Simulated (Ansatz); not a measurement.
**Band structure of Zr2Cd**

```
Zr Cd
1.0
     0.00000    2.18834    6.99984
     2.18232    0.00000    6.99984
     2.18232    2.18834    0.00000
Zr Cd
2 1
Direct
  0.16884 0.16884 0.83116
  0.83116 0.83116 0.16884
  0.50000 0.50000 0.50000
```

Atoms are numbered in the order listed.

The cell is the one relaxed in the Materials Project (mp-1018104), not relaxed further here; entries there can be hypothetical.

Theory: DFT, LDA, all-electron LAPW, scalar-relativistic (Ansatz 0.2.0).

The runs use a Γ-centred 11×11×11 k mesh, Fermi–Dirac smearing of 0.05 eV, basis error target 1 meV/atom, no spin polarisation.

Points in fractions of the reciprocal vectors of this cell: Γ (0, 0, 0), Y (0.5, 0, 0.5), C0 (0.5, 0.026, 0.526), A0 (0.5, 0.974, 0.474), Z (0.5, 0.5, 0), B0 (0.977, 0.5, 0.477), D0 (0.023, 0.5, 0.523), T (0, 0.5, 0.5), G0 (0.236, 0.736, 0.5). The path joins them by straight lines in the order Γ–Y–C0–A0–Z–B0–D0–T–G0; legs that retrace an earlier one aren't tabulated. Energies are in eV from the Fermi level.

Q: Metal or insulator at this level of theory?

A: No gap opens: metallic or semimetallic.

Q: Tabulate bands 30 to 35, counted from the lowest band of the run, along the path.

A: 
| k (1/Å) | point | band 30 | band 31 | band 32 | band 33 | band 34 | band 35 |
| --- | --- | --- | --- | --- | --- | --- | --- |
| 0.00 | Γ | -2.63 | -1.71 | -0.22 | -0.17 | 2.02 | 2.12 |
| 0.36 |  | -2.27 | -1.22 | -0.20 | 0.17 | 1.44 | 1.58 |
| 0.72 |  | -1.47 | -0.39 | -0.05 | 0.74 | 0.83 | 1.20 |
| 1.08 |  | -1.61 | -0.79 | 0.16 | 0.39 | 0.97 | 2.44 |
| 1.44 | Y | -1.79 | -1.05 | -0.30 | 1.86 | 2.03 | 2.27 |
| 1.45 |  | -1.79 | -1.05 | -0.31 | 1.86 | 2.04 | 2.27 |
| 1.47 |  | -1.79 | -1.05 | -0.34 | 1.86 | 2.07 | 2.27 |
| 1.49 |  | -1.78 | -1.05 | -0.39 | 1.85 | 2.11 | 2.27 |
| 1.51 | C0 | -1.77 | -1.05 | -0.45 | 1.85 | 2.16 | 2.27 |
| 2.01 |  | -1.43 | -1.30 | -0.91 | 0.51 | 1.38 | 1.58 |
| 2.50 |  | -1.53 | -1.32 | -0.23 | 0.31 | 0.53 | 1.76 |
| 3.00 |  | -1.43 | -1.30 | -0.91 | 0.51 | 1.38 | 1.58 |
| 3.49 | A0 | -1.77 | -1.05 | -0.45 | 1.85 | 2.16 | 2.27 |
| 3.83 |  | -1.54 | -1.23 | -1.09 | 1.47 | 2.16 | 2.57 |
| 4.18 |  | -0.86 | -0.55 | -0.46 | 0.49 | 1.26 | 1.81 |
| 4.52 |  | -1.72 | -1.25 | 0.16 | 0.52 | 1.32 | 1.94 |
| 4.86 | Z | -2.22 | -1.68 | -0.27 | 1.08 | 1.89 | 1.91 |
| 5.20 |  | -1.71 | -1.25 | 0.16 | 0.52 | 1.30 | 1.94 |
| 5.54 |  | -0.87 | -0.56 | -0.45 | 0.49 | 1.28 | 1.80 |
| 5.88 |  | -1.56 | -1.23 | -1.09 | 1.52 | 2.19 | 2.57 |
| 6.23 | B0 | -1.76 | -1.07 | -0.45 | 1.89 | 2.11 | 2.29 |
| 6.73 |  | -1.44 | -1.30 | -0.91 | 0.53 | 1.40 | 1.57 |
| 7.22 |  | -1.53 | -1.32 | -0.23 | 0.31 | 0.53 | 1.76 |
| 7.72 |  | -1.44 | -1.30 | -0.91 | 0.53 | 1.40 | 1.57 |
| 8.22 | D0 | -1.76 | -1.07 | -0.45 | 1.89 | 2.11 | 2.29 |
| 8.24 |  | -1.77 | -1.06 | -0.40 | 1.89 | 2.06 | 2.29 |
| 8.25 |  | -1.77 | -1.06 | -0.36 | 1.89 | 2.03 | 2.29 |
| 8.27 |  | -1.78 | -1.06 | -0.34 | 1.89 | 2.01 | 2.29 |
| 8.29 | T | -1.78 | -1.06 | -0.33 | 1.89 | 2.00 | 2.29 |
| 8.34 |  | -1.76 | -1.12 | -0.25 | 1.67 | 2.02 | 2.53 |
| 8.39 |  | -1.72 | -1.25 | -0.05 | 1.33 | 2.08 | 2.80 |
| 8.45 |  | -1.65 | -1.39 | 0.20 | 0.99 | 2.17 | 2.62 |
| 8.50 | G0 | -1.55 | -1.52 | 0.49 | 0.67 | 2.28 | 2.47 |
